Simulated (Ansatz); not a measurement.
**Absorbers for cryogenic calorimeters**

Candidates compared on computed values. A cold calorimeter or bolometer resolves small energies when its absorber holds little heat, and in an insulator that falls as (T/Θ)³.

The yardstick is Si. A cube of 1 mm edge at 0.3 K; all rows have a gap at this level.

**Data**

Methods, by column (Ansatz, a plane-wave PAW program): Debye temperature: PBE, elastic tensor, Hill average; volume per atom, density: PBE, relaxed cell.

The figures follow from the printed values by these rules: C per volume = 1944 J/(K·mol)(T/Θ)³/(0.6022 V) = 3228 (T/Θ)³/V; thermodynamic noise = √(k_B T² C_total); relative noise = noise/noise_ref.

```
crystal                       Debye temperature (K)  V (Å³/atom)  density (g/cm³)  C (J/K per cm³)  noise (eV)  noise (relative)
----------------------------  ---------------------  -----------  ---------------  ---------------  ----------  ----------------
Si (diamond type), reference                    630        20.46             2.28         1.704e-8       28.72              1.00
SiC (P6₃mc, hP16)                              1140        10.50             3.17         5.603e-9       16.47              0.57
6H-CdS                                          220        26.03             4.61         3.145e-7       123.4               4.3
diamond                                        2210         5.69             3.50         1.419e-9       8.289              0.29
```

Started from generated or typed cells, with no claim that the phase is known: 6H-CdS. Runs started from generated or typed cells of the structure named: Si; diamond. Whether these are the forms stable at ambient conditions was not checked: SiC (P6₃mc, hP16). Of the phases: diamond is metastable against graphite at zero pressure. Spin–orbit coupling is left out unless named.

**Worked example**

The steps for 6H-CdS:

C = 3228 × (0.3/220)³/26.03 = 3.145e-7 J/K per cm³; noise: 0.3 × √(1.3806×10⁻²³ × 3.145e-7 × 0.00100)/1.602×10⁻¹⁹ = 123.4 eV; relative noise: 123.4/28.72 = 4.3.

**Result**

In order of relative noise, lowest first: diamond (0.29 ± 0.027), SiC (P6₃mc, hP16) (0.57 ± 0.053), Si (1.00 ± 0.092), 6H-CdS (4.3 ± 0.40). The ± follows from allowances picked for this note (Debye temperature 6 %, volume per atom 4 %), carried to first order and added in quadrature, each row's own inputs moving alone; ≈ joins neighbours closer than their two ± added in quadrature. On this figure 2 of 3 candidates do clearly better than the reference.

Pareto front for low relative noise and high density: diamond (0.29, 3.50); 6H-CdS (4.3, 4.61). The reference is off the front.

**Caveats**

Θ comes from averaged elastic constants. Free carriers, two-level defects, nuclear spins and metal films add heat capacity that the Debye law lacks. Where several phases of a formula are at hand, those over 0.1 eV/atom above the lowest were not drawn (by r²SCAN where it compared them, else by the largest value; a layered or molecular lowest phase counts only with a dispersion term); other phases could lie lower still. Rows are perfect crystals in the structures named, stable or not; films, defects and interfaces will differ. Rows were sampled with a lean to familiar crystals, related or not, whatever their agreement with measurement; tables with many equal figures were not kept. Limits of the draw: gap over 1 eV but for Si, Ge and GaAs, no magnets; for moduli and speeds, an anisotropy index under 2.5, no layered crystals; no unfamiliar magnets, and cubic perovskites only if shown or known to be stable. As a rule kept out of such tables: 4f compounds, open-shell compounds run without a Hubbard term, cells found unstable in the tests at hand, cells close to a higher symmetry, and runs set to a pressure or over 12 % in volume from the crystal's fullest run.
